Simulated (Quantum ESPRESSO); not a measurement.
LuN is modelled in the cubic space group Fm-3m (No. 225), the rock salt structure, Pearson symbol cF8. Conventional cell: a = 4.698 Å, b = 4.698 Å, c = 4.698 Å, α = 90.00°, β = 90.00°, γ = 90.00°. N on 4b is surrounded by 6 Lu at 2.349 Å (octahedral). Lu on 4a has 6 N at 2.349 Å (octahedral). (Neighbours: up to the widest gap in distance over summed covalent radii, below 1.35, at either atom; cation-cation contacts left out.)
(The calculation used a cell of 2 atoms; values per cell refer to that cell.)

Cell and atoms were relaxed with PBEsol from Materials Project entry mp-1102, within its symmetry.

What does norm-conserving PBEsol (Quantum ESPRESSO, 100 Ry, without SOC) give for the electronic structure near the Fermi level?

At this level the gap is closed or nearly so: along the path the highest valence and lowest conduction bands touch, or overlap by less than 0.6 eV, a zero-gap or semimetallic result; the valence top lies at Γ, the conduction bottom at X, 0.37 eV lower. Semilocal functionals close the gaps of some narrow-gap semiconductors, so this alone doesn't show that the compound has none. The 4f states are in the valence at their DFT position.
